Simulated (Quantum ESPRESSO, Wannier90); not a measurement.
# SrO (rock salt): Wannier90 run

```xyz
2
Lattice="0.0000 2.5838 2.5838 2.5838 0.0000 2.5838 2.5838 2.5838 0.0000" Properties=species:S:1:pos:R:3 pbc="T T T"
Sr     2.5838     2.5838     2.5838
O      0.0000     0.0000     0.0000
```

Cell from Materials Project (mp-2472), symmetrised, no further relaxation. COD (Crystallography Open Database) has an entry of this formula and space group (matched by these alone). Computed values, not measurements, from PBEsol: Quantum ESPRESSO (norm-conserving PseudoDojo potentials, cutoff 68 Ry, no spin polarisation, no spin-orbit coupling) on a Γ-centred 10×10×10 mesh, then Wannier90. Density: 10×10×10 mesh, cold smearing 0.01 Ry.

Bands 6-8 form an isolated set from -2.16 to 0.00 eV relative to the valence-band maximum (on the path) and are turned into 3 Wannier functions by minimising the spread from the start: s functions at random places.

Q: Where do the functions sit, how wide are they and what are they made of?

A: 
```
functions  spread (Å²)  nearest atom, distance (Å)  second atom, distance (Å)  weight on atomic waves
---------  -----------  --------------------------  -------------------------  ----------------------
3                 1.40                      O 0.00                    Sr 2.58    O 2p 89 %, Sr 5s 4 %
```

Ω_I = 4.19 Å², Ω_total = 4.20 Å²; the interpolated bands follow pw.x to 0.3 meV rms on the path. It is the lowest total spread that any start reached here.
